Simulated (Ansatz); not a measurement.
An Ansatz input:

```yaml
crystal:
  lattice:
    - [-1.8664054811, 1.5334497129, 1.3681013643]
    - [1.5334497129, -1.8664054811, 1.3681013643]
    - [3.4557394981, 3.4557394981, -1.9779104635]
  atoms:
    - { symbol: Re, position: [0.9583475155, 0.0416524845, 0.0] }
    - { symbol: Re, position: [0.7916524845, 0.2083475155, 0.5] }
hamiltonian:
  xc: pbe
  pseudopotentials:
    kind: paw_fr
    azcp:
      Re: "pseudopotentials/Re.paw.azcp"
basis:
  ecutwfc: 420
  fft_grid_basis: typed
kpoints:
  mp_grid: { grid: [15, 15, 7], shift: [0, 0, 0] }
magnetization:
  noncollinear: true
  spin_orbit: true
scf:
  occupations: { method: fermi_dirac, width: 0.1 }
```

and its output:

```
Engine: ansatz 0.2.0, x86_64-unknown-linux-gnu
Pseudopotentials: kind: paw_fr
Pseudopotential: Re, paw_fr, valence charge 15, recommended cutoff 420 eV (normal) 
Functional definition: PBE
  parameter kappa = 0.804
  parameter beta = 0.06672455060314922
  exchange = pbe_x(kappa = kappa, mu = beta*pi^2/3)
  correlation = pbe_c(beta = beta)
non-collinear run that drives no moment, with spin-orbit: no starting moment large enough to seed its density (crystal.atoms[].spin), no starting occupations that ask for one, no magnetisation constraint and no magnetic field, so the semilocal B_xc is pinned to zero
Crystal: 2 atoms, lattice volume = 29.909 Å³
Basis set: ecut = 420 eV, 579 PW (Γ)
Bands: 38, of which v1, the nominal top of the filled ones, is band 30 counted from 1 (29 counted from 0)
Symmetry: 4 space group operations + 4 with time reversal
Magnetic group: BNS 15.86 (UNI 93), of the structure as read, at distance tolerance 3.1e-5 Å
k-points: 424 of 1575
Projection manifold: j_resolved (fully-relativistic pseudo-atomic orbitals)
Non-local potential: Re, projectors of the file, l = 0: 3, l = 1: 4, l = 2: 4, l = 3: 2
PAW form: soft (Blöchl's): semilocal exchange-correlation on the pseudo side does not see the compensation charge
PAW one-centre angular grid: Re, 590 points (default); XC on 64 Gauss nodes
Initial density: superposition of atomic densities (chi_scale 0.1, normalization cell)
Initial wavefunctions: pseudopotential atomic-orbital guess
Functional: x = pbe(κ = 0.804, μ = 0.2195149727645171), c = pbe(β = 0.06672455060314922)
SCF iter   1: F=—  HF=-21790.400446 eV  |F-HF|=—  |Δ(HF+E_count)|=         —  Δρ=6.05e-2  dr2=1.03e0  dr2_m=0.00e0 (ungated)  ethr=3.10e-3  |M|=0.00e0 ∫|m|=0.00e0 μB  |m|>n=0.0e0 m-floor=0.0e0 τ_xc=0.0e0  β_m=0.30  ⟨swp⟩=5.7  Hψ=35782  notcnv=0  defer=12
SCF iter   2: F=—  HF=-21790.218863 eV  |F-HF|=—  |Δ(HF+E_count)|=   1.82e-1  Δρ=4.47e-2  dr2=5.48e-1  dr2_m=0.00e0 (ungated)  ethr=3.10e-3  |M|=0.00e0 ∫|m|=0.00e0 μB  |m|>n=0.0e0 m-floor=0.0e0 τ_xc=0.0e0  β_m=0.65  ⟨swp⟩=2.0  Hψ=10933  notcnv=0  defer=480
SCF iter   3: F=—  HF=-21790.019199 eV  |F-HF|=—  |Δ(HF+E_count)|=   2.00e-1  Δρ=2.96e-3  dr2=9.76e-4  dr2_m=0.00e0 (ungated)  ethr=1.83e-3  |M|=0.00e0 ∫|m|=0.00e0 μB  |m|>n=0.0e0 m-floor=0.0e0 τ_xc=0.0e0  β_m=0.80  ⟨swp⟩=3.0  Hψ=15235  notcnv=0  defer=490
SCF iter   4: F=—  HF=-21790.020495 eV  |F-HF|=—  |Δ(HF+E_count)|=   1.30e-3  Δρ=4.98e-4  dr2=5.50e-5  dr2_m=0.00e0 (ungated)  ethr=3.25e-6  |M|=0.00e0 ∫|m|=0.00e0 μB  |m|>n=0.0e0 m-floor=0.0e0 τ_xc=0.0e0  β_m=0.80  ⟨swp⟩=2.0  Hψ=13896  notcnv=0  defer=468
SCF iter   5: F=—  HF=-21790.020490 eV  |F-HF|=—  |Δ(HF+E_count)|=   4.94e-6  Δρ=4.88e-5  dr2=4.64e-7  dr2_m=0.00e0 (ungated)  ethr=1.83e-7  |M|=0.00e0 ∫|m|=0.00e0 μB  |m|>n=0.0e0 m-floor=0.0e0 τ_xc=0.0e0  β_m=0.79  ⟨swp⟩=2.5  Hψ=13233  notcnv=0  defer=468
SCF iter   6: F=-21790.020490 eV  HF=-21790.020490 eV  |F-HF|=1.59e-8  |Δ(HF+E_count)|=   8.26e-8  Δρ=1.19e-5  dr2=3.01e-8  dr2_m=0.00e0 (ungated)  ethr=3.33e-10  |M|=0.00e0 ∫|m|=0.00e0 μB  |m|>n=0.0e0 m-floor=0.0e0 τ_xc=0.0e0  ⟨swp⟩=3.0  Hψ=18338  notcnv=0
SCF 1 converged in 6 iterations: F = -21790.020490 eV  dr2 = 3.01e-8
SCF converged after 6 iterations
Magnetization: |M| = 0.0000 μB,  M = (+0.0000, +0.0000, +0.0000) μB
Absolute magnetization: 0.0000 μB (∫|m|)
  site 0: m = (+0.0000, +0.0000, +0.0000) μB, |m| = 0.0000 μB  (R = 1.14 Å)
  site 1: m = (+0.0000, +0.0000, +0.0000) μB, |m| = 0.0000 μB  (R = 1.14 Å)
Free energy (F): -21790.020490 eV
Harris-Foulkes:  -21790.020490 eV  (|F-HF|=1.59e-8)
Internal energy: -21789.969279 eV  (E = F + TS)
E sigma→0 (E₀):  -21789.994885 eV
Entropy (-TS):   -0.051211 eV (-25.605 meV/atom)
Fermi energy:    23.588649 eV
--- Per-component energies (eV) ---
  E_band       = -162.384698
  E_kinetic    = 1080.404671
  E_local      = -1538.870966  (includes V_loc(G=0)·N_el)
  E_nonlocal   = 84.896358
  E_hartree    = 550.851891
  E_xc         = -805.735193
  E_vxc        = -607.240100  (∫ρ·V_xc dr)
  E_paw        = -17363.497072  (= ΣΔE_a)
  E_vpaw       = -283.276054  (= ΣTr[D̂ρ^β])
  E_aug_tail   = -0.000148  (compensation charges beyond the density's cutoff)
  E_ewald      = -3798.018820
  E_smearing   = -0.051211  (= −TS)
  E_closure    = 0.000000  (closes the sum)
  Σ components = -21790.020490   (vs F -21790.020490, Δ=0.00e0)
```

Launched by

```sh
ansatz run input.yaml --threads 1 --pin off --max-ram 3584MiB --backend cpu --events-out ev --progress --plain --runs-dir out
```

On 1 thread of Intel(R) Xeon(R) Platinum 8259CL CPU @ 2.50GHz (Skylake/Cascade Lake) (shared host) this took about 63 s of wall time and 63 s of CPU time.
